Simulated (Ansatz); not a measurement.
Sn4Pd (space group Ccce)

```yaml
crystal:
  lattice:
    - [3.22131, -5.71110, 0.00000]
    - [3.22131, 5.71110, 0.00000]
    - [0.00000, 0.00000, 6.39775]
  atoms:
    - { symbol: Sn, position: [0.20610, 0.45789, 0.33095] }
    - { symbol: Sn, position: [0.79390, 0.54211, 0.33095] }
    - { symbol: Sn, position: [0.45789, 0.20610, 0.66905] }
    - { symbol: Sn, position: [0.54211, 0.79390, 0.66905] }
    - { symbol: Sn, position: [0.29390, 0.04211, 0.16905] }
    - { symbol: Sn, position: [0.70610, 0.95789, 0.16905] }
    - { symbol: Sn, position: [0.04211, 0.29390, 0.83095] }
    - { symbol: Sn, position: [0.95789, 0.70610, 0.83095] }
    - { symbol: Pd, position: [0.50000, 0.50000, 0.00000] }
    - { symbol: Pd, position: [0.00000, 0.00000, 0.50000] }
```

The slice is a (110) plane (indices of the conventional cell) through the point (0.294, 0.042, 0.169) (fractional), spanned by u = [001] and v = [100] in vectors of this cell: u (6.40 Å) and v (6.56 Å, at 90° to u). It covers one period; positions are fractions (u, v).

These are PBEsol (plane waves to 420 eV, PAW, scalar-relativistic; Ansatz, a quantum-chemistry and plane-wave program) values and carry that method's errors. k mesh 8×8×8. These are valence fields of a PAW run, semicore shells included where kept as valence: close to a nucleus they are smooth pseudo fields. Sn4Pd is run without spin polarisation. Sn4Pd was relaxed with its symmetry unable to fall.

Q: Sketch the valence electron density on this plane as a map.

A: 
```
|9988663322222222222222221111111122336688|
|6666443322223333332222111111001111224466|
|3333332233445555443322111100000011112233|
|2222222244668888774433111100000000111111|
|1111223355889999886633221111000000000000|
|1111113355889999886633221111111100000000|
|1122222244668888774433221111111111111111|
|3333222233445555443322221111111111222233|
|5555332222222222222211111111111122223355|
|7766443322111111111111111111111122335566|
|8877553311110000111111111111111122335577|
|7766442211000000111111111111001111334466|
|5544332211000000111111111100000011223344|
|3333221100000000111122221100000000112222|
|2222111100000000112222221111000000001122|
|2222221100000011222222222211000000111122|
|4433221111000011223333332211000000112233|
|6666442211001111223344333311111111224466|
|9988663322111122223344332211111122336688|
|9999664422111122223333332211111122446699|
```
Scale: ten equal steps from -1.23 (start of '0') to 1.22 (end of '9'), in the order '0123456789'. Values: log₁₀ of the valence density in e/Å³. The map has 20 points along u (two characters each, u = 0 at the left) and 20 along v (v = 0 in the bottom row). The scale is logarithmic, as a density can span decades between atoms and voids.
